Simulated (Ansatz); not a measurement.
**How hard is it to compress?**

Bulk modulus and its pressure derivative give the pressure that a small compression needs; a soft, simple solid makes a sensitive pressure gauge, a stiff one a good anvil or seat.

fcc Au serves as the reference. Hydrostatic compression by 3 % of the volume (V₀/V = 1.0309), no change of phase.

Where the numbers come from (Ansatz, a plane-wave PAW program): B₀, B₀′: r²SCAN, Birch–Murnaghan fit of energy against volume; volume per atom: r²SCAN, relaxed cell.

The figures follow from the printed values by these rules: linear estimate = B₀ × compression; P = (B₀/B₀′)[(V₀/V)^B₀′ − 1]; modulus under load = B₀ + B₀′P; relative pressure = P/P_ref.

```csv
crystal,B₀ (GPa),B₀′,V (Å³/atom),linear estimate (GPa),Murnaghan pressure (GPa),modulus there (GPa),pressure (relative)
"MoSi2 (P6₂22, hP9)",221,4.5,13.30,6.6,7.208,253,1.41
"fcc Au, reference",153,5.9,17.53,4.6,5.100,183,1.00
"ZrVSi (P4/nmm, tP6)",162,3.9,16.31,4.9,5.235,182,1.03
"V3Sb (Pm-3n, cP8)",186,4.3,14.75,5.6,6.047,212,1.19
```

Runs started from generated or typed cells of the structure named: fcc Au. Whether these are the forms stable at ambient conditions was not checked: ZrVSi (P4/nmm, tP6); V3Sb (Pm-3n, cP8). No claim is made that these are known or stable phases: MoSi2 (P6₂22, hP9). Over 15 meV/atom above the lowest phase of their formula at hand: MoSi2 (P6₂22, hP9) (30 meV/atom, r²SCAN). Run without spin polarisation: ZrVSi (P4/nmm, tP6), V3Sb (Pm-3n, cP8). Spin–orbit coupling is left out unless named.

The steps for ZrVSi (P4/nmm, tP6):

- linear estimate: 162 × 3/100 = 4.9 GPa
- P = (162/3.9) × (1.0309^3.9 − 1) = 5.235 GPa
- modulus there: 162 + 3.9 × 5.235 = 182 GPa
- relative pressure: 5.235/5.100 = 1.03

For fcc Au, step by step:

- linear estimate: 153 × 3/100 = 4.6 GPa
- P = (153/5.9) × (1.0309^5.9 − 1) = 5.100 GPa
- modulus there: 153 + 5.9 × 5.100 = 183 GPa

In order of relative pressure, highest first: MoSi2 (P6₂22, hP9) (1.41 ± 0.071), V3Sb (Pm-3n, cP8) (1.19 ± 0.060), ZrVSi (P4/nmm, tP6) (1.03 ± 0.052) ≈ fcc Au (1.00 ± 0.050). The ± follows from allowances picked for this note (B₀ 5 %, B₀′ 0.4), carried to first order and added in quadrature, each row's own inputs moving alone; ≈ joins neighbours closer than their two ± added in quadrature.

B₀′ is the least certain number of such a fit, often by half a unit. Where several phases of a formula are at hand, those over 0.1 eV/atom above the lowest were not drawn (by r²SCAN where it compared them, else by the largest value; a layered or molecular lowest phase counts only with a dispersion term); other phases could lie lower still. Rows were sampled with a lean to familiar crystals, related or not, whatever their agreement with measurement; tables with many equal figures were not kept. Limits of the draw: no layered crystals, B₀′ of 2 to 8; no unfamiliar magnets, and cubic perovskites only if shown or known to be stable. As a rule kept out of such tables: 4f compounds, open-shell compounds run without a Hubbard term, cells found unstable in the tests at hand, cells close to a higher symmetry, and runs set to a pressure or over 12 % in volume from the crystal's fullest run.
